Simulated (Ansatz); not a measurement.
CsSrF3:
```yaml
crystal:
  lattice:
    - [4.76394, 0.00000, 0.00000]
    - [0.00000, 4.76394, 0.00000]
    - [0.00000, 0.00000, 4.76394]
  atoms:
    - { symbol: Cs, position: [0.00000, 0.00000, 0.00000] }
    - { symbol: Sr, position: [0.50000, 0.50000, 0.50000] }
    - { symbol: F, position: [0.00000, 0.50000, 0.50000] }
    - { symbol: F, position: [0.50000, 0.00000, 0.50000] }
    - { symbol: F, position: [0.50000, 0.50000, 0.00000] }
```

Relaxed with r²SCAN.

Map the electron localisation function on the plane through (0.000, 0.000, 0.000) spanned by u = [1, 0, 0] and v = [0, 1, 1] in lattice vectors, from plane-wave PAW r²SCAN (Ansatz code).

x is the fraction of u, y of v (the angle between them is 90°; rows are the nearest grid lines); atoms in the plane: Cs at (0.00, 0.00), Sr at (0.50, 0.50), F at (0.00, 0.50).
```
y \ x   0.000  0.0833  0.167  0.292  0.375  0.458  0.542  0.625  0.708  0.833  0.917   1.00
------  -----  ------  -----  -----  -----  -----  -----  -----  -----  -----  -----  -----
1.00    0.000   0.194  0.871  0.744  0.140  0.005  0.005  0.140  0.744  0.871  0.194  0.000
0.912   0.690   0.829  0.897  0.537  0.032  0.005  0.005  0.032  0.537  0.897  0.829  0.690
0.853   0.896   0.888  0.813  0.125  0.009  0.008  0.008  0.009  0.125  0.813  0.888  0.896
0.765   0.183   0.146  0.060  0.007  0.009  0.012  0.012  0.009  0.007  0.060  0.146  0.183
0.706   0.033   0.028  0.016  0.008  0.024  0.050  0.050  0.024  0.008  0.016  0.028  0.033
0.618   0.751   0.688  0.315  0.167  0.782  0.863  0.863  0.782  0.167  0.315  0.688  0.751
0.529   0.555   0.791  0.644  0.521  0.847  0.253  0.253  0.847  0.521  0.644  0.791  0.555
0.471   0.555   0.791  0.644  0.521  0.847  0.253  0.253  0.847  0.521  0.644  0.791  0.555
0.382   0.751   0.688  0.315  0.167  0.782  0.863  0.863  0.782  0.167  0.315  0.688  0.751
0.294   0.033   0.028  0.016  0.008  0.024  0.050  0.050  0.024  0.008  0.016  0.028  0.033
0.235   0.183   0.146  0.060  0.007  0.009  0.012  0.012  0.009  0.007  0.060  0.146  0.183
0.147   0.896   0.888  0.813  0.125  0.009  0.008  0.008  0.009  0.125  0.813  0.888  0.896
0.0882  0.690   0.829  0.897  0.537  0.032  0.005  0.005  0.032  0.537  0.897  0.829  0.690
0.000   0.000   0.194  0.871  0.744  0.140  0.005  0.005  0.140  0.744  0.871  0.194  0.000
```

The density is the valence pseudo-density with augmentation charge, so density and ELF within about 1 Å of a nucleus are not all-electron values.

Space group Pm-3m (cubic perovskite). The first step of the workflow began from a Materials Project structure, measured or hypothetical; the Crystallography Open Database copy checked does not list it. Its standing as an ambient phase is unchecked. The cell was relaxed with r²SCAN under the symmetry of its start; its stability against distortions is not shown here. Spin–orbit coupling is left out wherever it is not named.

Potentials: the later of the program's two PAW sets.
